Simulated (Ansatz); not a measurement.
# Band table of MgO (rocksalt type)

```
Mg O
1.0
     0.00000    2.03821    2.03821
     2.03821    0.00000    2.03821
     2.03821    2.03821    0.00000
Mg O
1 1
Direct
  0.00000 0.00000 0.00000
  0.50000 0.50000 0.50000
```

The cell comes from a relaxation on PAW files under the same functional, begun from a prototype that needn't be the stable phase.

Level of theory: DFT with PBE, scalar-relativistic, in Ansatz 0.2.0; a Γ-centred 15×15×15 k mesh, Fermi–Dirac smearing of 0.05 eV, no spin polarisation. PAW: frozen-core files, cutoff 420 eV.

This run: volume at 0.88 of the series' base cell.

Path points, in fractions of the reciprocal vectors: Γ (0.000, 0.000, 0.000), X (0.500, 0.000, 0.500), U (0.625, 0.250, 0.625), K (0.375, 0.375, 0.750), L (0.500, 0.500, 0.500), W (0.500, 0.250, 0.750). The distance column jumps between branches of the path. Levels in eV from the valence-band top; bands 5 to 9, counted from the lowest band of the run. The gap is 5.76 eV, the pressure 24.8 GPa.

```
# k(1/Å) point b5 b6 b7 b8 b9
0.000 Γ -17.78 0.00 0.00 0.00 5.76
0.193 - -17.71 -0.32 -0.07 -0.07 6.10
0.385 - -17.52 -1.07 -0.26 -0.26 6.96
0.578 - -17.22 -1.97 -0.52 -0.52 8.03
0.771 - -16.87 -2.82 -0.82 -0.82 9.14
0.963 - -16.52 -3.53 -1.08 -1.08 10.13
1.156 - -16.22 -4.05 -1.30 -1.30 9.80
1.349 - -16.02 -4.35 -1.43 -1.43 9.39
1.541 X -15.95 -4.46 -1.48 -1.48 9.25
1.609 - -15.95 -4.45 -1.51 -1.47 9.29
1.678 - -15.94 -4.42 -1.61 -1.46 9.40
1.746 - -15.93 -4.37 -1.77 -1.45 9.56
1.814 - -15.93 -4.30 -1.98 -1.43 9.75
1.882 - -15.92 -4.21 -2.21 -1.40 9.97
1.950 - -15.91 -4.10 -2.47 -1.36 10.18
2.018 - -15.90 -3.97 -2.72 -1.32 10.39
2.086 U -15.90 -3.83 -2.98 -1.27 10.59
3.030 K -15.90 -3.83 -2.98 -1.27 10.59
3.235 - -15.96 -3.59 -3.30 -1.11 10.98
3.439 - -16.12 -3.85 -2.67 -0.91 10.84
3.643 - -16.40 -3.70 -1.98 -0.69 10.16
3.848 - -16.77 -3.15 -1.31 -0.47 9.18
4.052 - -17.16 -2.30 -0.74 -0.28 8.10
4.256 - -17.49 -1.30 -0.33 -0.13 7.03
4.461 - -17.71 -0.39 -0.08 -0.03 6.14
4.665 Γ -17.78 0.00 0.00 0.00 5.76
4.832 - -17.73 -0.28 -0.03 -0.03 6.02
4.999 - -17.58 -0.99 -0.12 -0.12 6.66
5.166 - -17.35 -1.90 -0.25 -0.25 7.41
5.332 - -17.06 -2.84 -0.40 -0.40 8.04
5.499 - -16.74 -3.71 -0.54 -0.54 8.42
5.666 - -16.46 -4.42 -0.66 -0.66 8.55
5.833 - -16.25 -4.89 -0.74 -0.74 8.57
6.000 L -16.18 -5.05 -0.77 -0.77 8.56
6.136 - -16.17 -5.01 -0.89 -0.79 8.71
6.272 - -16.14 -4.88 -1.21 -0.85 9.13
6.409 - -16.09 -4.66 -1.66 -0.96 9.72
6.545 - -16.03 -4.38 -2.14 -1.12 10.40
6.681 - -15.96 -4.05 -2.59 -1.33 11.09
6.817 - -15.91 -3.69 -2.94 -1.59 11.70
6.954 - -15.87 -3.39 -3.17 -1.83 12.16
7.090 W -15.86 -3.25 -3.25 -1.95 12.34
7.186 - -15.86 -3.51 -2.96 -1.93 11.84
7.282 - -15.87 -3.75 -2.67 -1.89 11.32
7.379 - -15.89 -3.96 -2.37 -1.81 10.80
7.475 - -15.90 -4.14 -2.09 -1.72 10.31
7.571 - -15.92 -4.28 -1.84 -1.63 9.88
7.668 - -15.94 -4.38 -1.65 -1.55 9.54
7.764 - -15.95 -4.44 -1.52 -1.50 9.33
7.860 X -15.95 -4.46 -1.48 -1.48 9.25
```
